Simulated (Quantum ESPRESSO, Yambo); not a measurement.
**G0W0 results for NH4I**

NH₄I has the tetragonal space group P4/nmm, origin choice 1 (No. 129), Pearson symbol tP12. Lattice parameters: a = 6.1494 Å, b = 6.1494 Å, c = 4.4137 Å, α = 90.00°, β = 90.00°, γ = 90.00°. H on 8i is surrounded by 1 N at 1.034 Å. N on 2a has 4 H at 1.034 Å (tetrahedral). I on 2c is coordinated by no neighbour by this rule. (Neighbours: up to the widest gap in distance over summed covalent radii, below 1.35, at either atom.)

The geometry is that of Materials Project entry mp-643062, symmetrised and not relaxed again.

Starting point: PBEsol (pw.x of Quantum ESPRESSO, ONCV potentials, scalar-relativistic). G0W0 in Yambo: 2×2×2 Γ-centred k mesh, 227 bands and a 7 Ry block in the screening, 227 bands in G with the Bruneval-Gonze terminator, plasmon pole fitted at 27.2 eV.

* **PBEsol gap along the band path**: 3.55 eV
* **PBEsol gap between the mesh's edge points (Γ → Γ)**: 3.55 eV
* **G0W0 gap between the same points**: 5.58 eV

```tsv
k point	band	E PBEsol (eV)	E QP (eV)	shift (eV)	Z
Γ	VB	0.00	-1.37	-1.37	0.81
Γ	CB	3.55	4.21	0.66	0.84
Z	VB	-0.17	-1.45	-1.28	0.81
Z	CB	5.79	6.62	0.82	0.84
X	VB	-0.09	-1.46	-1.36	0.81
X	CB	5.13	5.88	0.75	0.84
R	VB	-0.66	-1.98	-1.33	0.81
R	CB	5.25	5.97	0.72	0.84
M	VB	-0.14	-1.51	-1.37	0.81
M	CB	5.83	6.59	0.77	0.84
A	VB	-0.08	-1.36	-1.28	0.81
A	CB	4.53	5.17	0.63	0.84
```

Energies count from the PBEsol valence-band maximum.

Nearest settings tried, and what they do to the gap: 142 bands in W, 142 bands in G: -34 meV; 6 Ry block (299 vectors against 363): -31 meV; 1×1×2 mesh: -345 meV. So the settings aren't converged at that level. The k mesh is coarse.

Spin-orbit coupling is left out, which matters for elements this heavy: edges can move by tenths of an eV.

The structure is a Materials Project entry; no match was found in the copy of COD used, and its stability was not checked.

The distance between layers or molecules is the database entry's, not relaxed here. Functionals without dispersion can leave it too large, which widens gaps and weakens the response across layers: the numbers belong to this cell.
